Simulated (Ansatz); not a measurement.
## Data sheet: Ge (DFT)

Ge:
```cif
data_Ge4
_chemical_formula_sum 'Ge4'
_space_group_name_H-M_alt 'P 1'
_space_group_IT_number 1
_cell_length_a 5.73486
_cell_length_b 5.61075
_cell_length_c 3.85474
_cell_angle_alpha 71.883
_cell_angle_beta 68.412
_cell_angle_gamma 39.705
loop_
_space_group_symop_operation_xyz
  'x, y, z'
loop_
_atom_site_label
_atom_site_type_symbol
_atom_site_fract_x
_atom_site_fract_y
_atom_site_fract_z
_atom_site_occupancy
Ge1 Ge 0.77827 0.77827 0.22173 1
Ge2 Ge 0.22173 0.22173 0.77827 1
Ge3 Ge 0.27329 0.72671 0.27329 1
Ge4 Ge 0.72671 0.27329 0.72671 1
```

Space group Fmmm (No. 69); conventional cell a = 5.187 Å, b = 5.704 Å, c = 9.951 Å, α = 90.00°, β = 90.00°, γ = 90.00°.

Method: PBEsol (plane waves, PAW; program Ansatz). Structure relaxed to zero pressure with the same functional. Other levels are named where they apply.

**Cell and energy**

```json
{
  "volume_per_atom": "18.40 Å³",
  "density": "6.55 g/cm³"
}
```

**Electronic structure**

```json
{
 "electronic_character": "metallic (no gap)",
 "Density of states at the Fermi level": "0.35 states/eV per atom (mean over ±0.08 eV)",
 "Gap with spin–orbit coupling": "none (metallic)"
}
```

**Mechanics**

```json
{
  "Bulk modulus (Birch–Murnaghan fit)": "77.4 GPa",
  "Pressure derivative B′": "5.0"
}
```

**Phonons**

```json
{
  "highest_zone_centre_frequency": "200 cm⁻¹",
  "zone_centre_stability": "unstable, softest mode 38i cm⁻¹"
}
```

The workflow started from a Materials Project entry (that database holds measured and hypothetical structures alike); the Crystallography Open Database copy checked does not list it. It is not the phase usual at ambient conditions (space group No. 227). The cell was relaxed with PBEsol under the symmetry of its start; phonons show weakly imaginary modes. As this level gives no gap, phonon frequencies hold no LO–TO term and depend on the k-mesh and smearing (Fermi–Dirac, 0.1 eV here). On the denser mesh and wider smearing of the elastic run this cell carries a stress of 0.6 GPa. Scalar-relativistic: spin–orbit coupling is off unless named, which matters more the heavier the elements.

Potentials: the later of the program's two PAW sets.
